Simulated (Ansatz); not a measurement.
An Ansatz (a quantum-chemistry and plane-wave program) run. Input:

Ansatz 0.2 input:
```yaml
crystal:
  lattice:
    - [0.0, 2.9730198771, 2.9730198771]
    - [2.9730198771, 0.0, 2.9730198771]
    - [2.9730198771, 2.9730198771, 0.0]
  atoms:
    - { symbol: Pt, position: [0.0, 0.0, 0.0] }
    - { symbol: Al, position: [0.25, 0.25, 0.25] }
    - { symbol: Al, position: [0.75, 0.75, 0.75] }
kpoints:
  mp_grid: { grid: [12, 12, 12] }
basis: { xc_grid: 2 }
hamiltonian:
  xc: pbe
  pseudopotentials: { kind: paw }
scf:
  occupations: { method: gaussian, width: 0.1 }
checkpoint: { read: metal.run }
output: { bader: true, populations: true }
```

Output (shortened):

```
Pseudopotential: Pt, paw, valence charge 18
Pseudopotential: Al, paw, valence charge 3
Functional definition: PBE
Crystal: 3 atoms, lattice volume = 52.556 Å³
Basis set: ecut = 420 eV, 965 PW (Γ), exchange–correlation on 60×60×60 points (8 copies of the dense FFT grid, shifted against one another)
Bands: 20, of which v1, the nominal top of the filled ones, is band 12 counted from 1 (11 counted from 0)
Symmetry: 48 space group operations
Space group: Fm-3m (ITA 225), of the structure as read, at distance tolerance 3.7e-5 Å
k-points: 72 of 1728
Stability of the state it starts from, as read at its close in the unpolarized treatment …
iter 1 solved again at ethr=3.44e-8 eV; its pass at ethr=3.10e-3 eV (dr2=8.25e-6 eV) is discarded
SCF iter   1: F=—  HF=-13600.671831 eV  |F-HF|=—  |Δ(HF+E_count)|=         —  Δρ=3.23e-7  dr2=5.90e-11  ethr=3.44e-8  ⟨swp⟩=4.0  Hψ=11211  notcnv=0
preconditioner: auto → Kerker (q_TF=auto, 2.394 Å⁻¹)
SCF iter   2: F=-13600.671831 eV  HF=-13600.671831 eV  |F-HF|=4.18e-11  |Δ(HF+E_count)|=   2.61e-7  Δρ=2.20e-7  dr2=3.43e-11  ethr=1.00e-12  ⟨swp⟩=6.1  Hψ=6160  notcnv=0
SCF 1 converged in 2 iterations: F = -13600.671831 eV  dr2 = 3.43e-11
SCF converged after 2 iterations
Free energy (F): -13600.671831 eV
Harris-Foulkes:  -13600.671831 eV  (|F-HF|=4.18e-11)
Internal energy: -13600.665985 eV  (E = F + TS)
E sigma→0 (E₀):  -13600.668908 eV
Entropy (-TS):   -0.005846 eV (-1.949 meV/atom)
Fermi energy:    11.149334 eV
--- Per-component energies (eV) ---
  E_band       = -316.262543
  E_kinetic    = 685.960432
  E_local      = -2720.614169  (includes V_loc(G=0)·N_el)
  E_nonlocal   = 217.405973
  E_hartree    = 1080.409080
  E_xc         = -343.051601
  E_vxc        = -363.150068  (∫ρ·V_xc dr)
  E_paw        = -10388.625250  (= ΣΔE_a)
  E_vpaw       = -296.682935  (= ΣTr[D̂ρ^β])
  E_aug_tail   = 0.000185  (compensation charges beyond the density's cutoff)
  E_ewald      = -2132.150636
  E_smearing   = -0.005846  (= −TS)
  E_closure    = 0.000000  (closes the sum)
  Σ components = -13600.671831   (vs F -13600.671831, Δ=0.00e0)
  [band-id]    e_kinetic+e_local+e_nonlocal+2·e_hartree+e_vxc+e_vpaw+e_augmentation_tail = -316.262421   (vs E_band -316.262543, Δ=1.22e-4)
--- Band table (eV; the first three rows and the last of 72) ---
  k-point 0: bands = ["-87.7029", "-41.9320", "-41.9320", "-41.9320", "1.0249", "6.1584", "6.1584", "6.1584", "7.4904", "7.4904", "13.9460", "14.9185", "14.9185", "14.9185", "16.4299", "16.4299", "16.4299", "17.3964", "17.3964", "17.3964"]
  k-point 1: bands = ["-87.7029", "-41.9322", "-41.9320", "-41.9320", "1.1194", "6.1001", "6.1903", "6.1903", "7.4790", "7.4790", "13.5550", "14.2151", "14.6310", "14.6310", "16.7523", "16.7523", "17.1051", "17.2060", "17.2060", "17.3696"]
  k-point 2: bands = ["-87.7029", "-41.9326", "-41.9321", "-41.9321", "1.3984", "5.9447", "6.2736", "6.2736", "7.4604", "7.4604", "11.8790", "14.0395", "14.0395", "14.4523", "16.8054", "16.8295", "16.8295", "17.4765", "17.4765", "17.9971"]
  k-point 71: bands = ["-87.7029", "-41.9336", "-41.9336", "-41.9329", "5.1839", "5.1839", "5.8046", "6.1341", "7.4018", "7.9144", "8.3742", "8.3742", "10.2454", "16.2343", "16.2343", "17.2626", "17.3405", "20.9665", "22.9638", "22.9638"]
--- Löwdin populations: 3 sites ---
  site symbol       q [e]
     0     Pt     17.8105
     1     Al      3.0126
     2     Al      3.0126
  spilling = 0.006848 (of n_electrons = 24.000000)
--- Bader charges: 3 sites ---
  site symbol  charge [e]  shift [e]
     0     Pt     -3.6692     0.0017
     1     Al      1.8346     0.0009
     2     Al      1.8346     0.0009
  shift: an alarm, by how much a part of what the PAW files miss would move the charge. Where it is large, compare
  with a run on PAW files of another source; a small one proves nothing
  estimated error of the sums over rays = 3.2e-4 e
```

Cost: very roughly 23 core-seconds on shared cores.

Symmetry was held in the PBE relaxation; phonons on a q-mesh show no instability. No spin polarisation was allowed. Spin–orbit coupling is left out wherever it is not named.

Potentials: the later of the program's two PAW sets.

Ansatz is a plane-wave DFT program.
